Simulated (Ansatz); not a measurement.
Relaxed-ion elastic tensor of PIr$_{2}$ (fluorite or antifluorite type, Fm-3m) in GPa (Voigt order), LDA in the plane-wave PAW code Ansatz; density 16.53 g/cm³, 13.91 Å³ per atom.

```json
[
 {"": "1", "1": "649", "2": "151", "3": "151", "4": "0.0", "5": "0.0", "6": "0.0"},
 {"": "2", "1": "151", "2": "649", "3": "151", "4": "0.0", "5": "0.0", "6": "0.0"},
 {"": "3", "1": "151", "2": "151", "3": "649", "4": "0.0", "5": "0.0", "6": "0.0"},
 {"": "4", "1": "0.0", "2": "0.0", "3": "0.0", "4": "53.2", "5": "0.0", "6": "0.0"},
 {"": "5", "1": "0.0", "2": "0.0", "3": "0.0", "4": "0.0", "5": "53.2", "6": "0.0"},
 {"": "6", "1": "0.0", "2": "0.0", "3": "0.0", "4": "0.0", "5": "0.0", "6": "53.2"}
]
```

Q: Is the crystal mechanically stable?

A: Yes: the smallest eigenvalue of C is 53.2 GPa.

Q: Work out the Voigt, Reuss and Hill averages.

A: K_V = 317, K_R = 317, K_H = 317; G_V = 132, G_R = 77.7, G_H = 105 GPa.

Q: Give Young's modulus, Poisson's ratio, Pugh's ratio and the universal anisotropy index.

A: E = 9KG/(3K + G) = 283 GPa; ν = 0.35; K/G = 3.03 (ductile by the Pugh limit of 1.75); A_U = 5G_V/G_R + K_V/K_R − 6 = 3.47.

Q: Estimate the sound speeds and the Debye temperature.

A: v_l = √((K + 4G/3)/ρ) = 5260 m/s, v_t = √(G/ρ) = 2520 m/s, mean 2830 m/s; Θ = (h/k)(3n/4πV)^(1/3) v_m = 350 K.

Q: Give the Zener ratio and Young's modulus along [100], [110] and [111].

A: A = 2C44/(C11 − C12) = 0.21; 1/E = S11 − 2(S11 − S12 − S44/2)Γ with Γ = 0, 1/4, 1/3 gives 592, 186, 151 GPa.

Q: Solve the Christoffel equation for the three sound speeds along [100], [110], [111].

A: Eigenvalues of C_ijkl n_j n_l equal ρv². In km/s, slowest first: [100] 1.79, 1.79, 6.27; [110] 1.79, 3.88, 5.24; [111] 3.33, 3.33, 4.85.

The workflow started from a Materials Project entry (that database holds measured and hypothetical structures alike); the Crystallography Open Database files this formula in space group No. 225, but the cells were not matched. Whether it is the stable phase at ambient conditions was not checked. The cell was relaxed with LDA under the symmetry of its start; of distortions, only those at the zone centre were tested. The run is not spin-polarised. As this level gives no gap, shear constants depend on the k-mesh and smearing (Fermi–Dirac, 0.1 eV here). Spin–orbit coupling is left out wherever it is not named.

Potentials: the later of the program's two PAW sets.
